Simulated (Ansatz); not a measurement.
Be3ZnSe4: a bulk modulus from differences

The structure comes from a generated guess, relaxed at this level; another structure or a mixture of phases may lie lower.

Computed with DFT PBE, scalar-relativistic, plane waves, PAW in Ansatz. Plane waves to 420 eV, a 6×6×2 mesh through Γ for the 8-atom cell and 0.02 eV Gaussian smearing; no spin polarisation.

```cif
data_structure
_symmetry_space_group_name_H-M 'P3m1'
_symmetry_Int_Tables_number 156
_cell_length_a 3.7473
_cell_length_b 3.7473
_cell_length_c 12.4117
_cell_angle_alpha 90.000
_cell_angle_beta 90.000
_cell_angle_gamma 120.000
_cell_volume 150.93
loop_
_atom_site_label
_atom_site_type_symbol
_atom_site_symmetry_multiplicity
_atom_site_Wyckoff_symbol
_atom_site_fract_x
_atom_site_fract_y
_atom_site_fract_z
_atom_site_occupancy
Be1 Be 1 c 0.66667 0.33333 0.01254 1
Be2 Be 1 c 0.66667 0.33333 0.49281 1
Be3 Be 1 a 0.00000 0.00000 0.25312 1
Zn1 Zn 1 a 0.00000 0.00000 0.75621 1
Se1 Se 1 c 0.66667 0.33333 0.19393 1
Se2 Se 1 c 0.66667 0.33333 0.67293 1
Se3 Se 1 a 0.00000 0.00000 0.43433 1
Se4 Se 1 a 0.00000 0.00000 0.95414 1
```

The cell was set to several volumes, with shape and atoms relaxed at each where symmetry leaves them free. Pressure is positive in compression, and energies count from the lowest row.

| row | V (Å³/atom) | P (GPa) | ΔE (meV/atom) | gap on mesh (eV) |
| --- | --- | --- | --- | --- |
| 1 | 16.603 | 11.31 | 71.7 | 2.36 |
| 2 | 17.169 | 7.80 | 38.1 | 2.44 |
| 3 | 17.735 | ? | ? | ? |
| 4 | 18.301 | 2.21 | 3.8 | 2.56 |
| 5 | 18.867 | -0.02 | 0.0 | 2.61 |
| 6 | 19.433 | -1.93 | 3.5 | 2.53 |
| 7 | 19.999 | -3.58 | 13.3 | 2.42 |
| 8 | 20.753 | -5.42 | 34.7 | 2.28 |

Task: Find B = −V·ΔP/ΔV from rows 4 and 6 and from rows 1 and 2, and from the two its slope B′ and its value B0 at zero pressure.

Result: Rows 4 and 6 give −(18.301 + 19.433)/2 × (-1.93 − (2.21))/(19.433 − 18.301) = 69.0 GPa at a mean pressure of 0.14 GPa. Rows 1 and 2 give −(16.603 + 17.169)/2 × (7.80 − (11.31))/(17.169 − 16.603) = 104.7 GPa at a mean pressure of 9.55 GPa. So B′ = (104.7 − 69.0)/(9.55 − (0.14)) = 3.79 and B0 = 69.0 − 3.79 × (0.14) = 68.5 GPa. A third-order Birch–Murnaghan fit to all the energies gives B0 = 68.7 GPa and B′ = 4.0.

Task: Estimate the pressure and energy of row 3.

Result: From row 5, V0 = 18.867 × (1 + (-0.02)/68.5) = 18.861 Å³/atom. Murnaghan's form P = (B0/B′)·[(V0/V)^B′ − 1] gives (68.5/3.79) × [(18.861/17.735)^3.79 − 1] = 4.75 GPa; the computed pressure is 4.79 GPa, so the estimate is off by -0.04 GPa. The work of compression from row 4, with the mean of the two pressures, gives ΔE = 3.8 + (4.75 + 2.21)/2 × (18.301 − 17.735)/160.2 × 1000 = 16.1 meV/atom (1 eV/Å³ = 160.2 GPa); the computed value is 16.0 meV/atom.

Task: Fit the gap against pressure through the other rows and estimate it at the computed pressure of row 3.

Result: Over the 7 rows the mean pressure is 1.4814 GPa and the mean gap is 2.457 eV. The sums of products of deviations are S_xx = 224.2 and S_xy = -0.05567, so the slope is -0.05567/224.2 = -0.0002483 (r = -0.01, rms misfit 0.11 eV). At 4.79 GPa the line gives 2.457 + (-0.0002483) × (4.79 − 1.4814) = 2.46 eV. The computed value is 2.50 eV, so the line is off by -0.04 eV, less than the largest miss among the fitted rows (0.18 eV). The rows follow a line poorly: the gap bends, or the lowest transition changes along the series.

Kohn–Sham gaps at this level usually fall short of measured ones. All volumes keep the k mesh of the relaxed cell. A later test with randomly moved atoms came back to the same energy, though modes that don't fit the test's cell weren't probed.
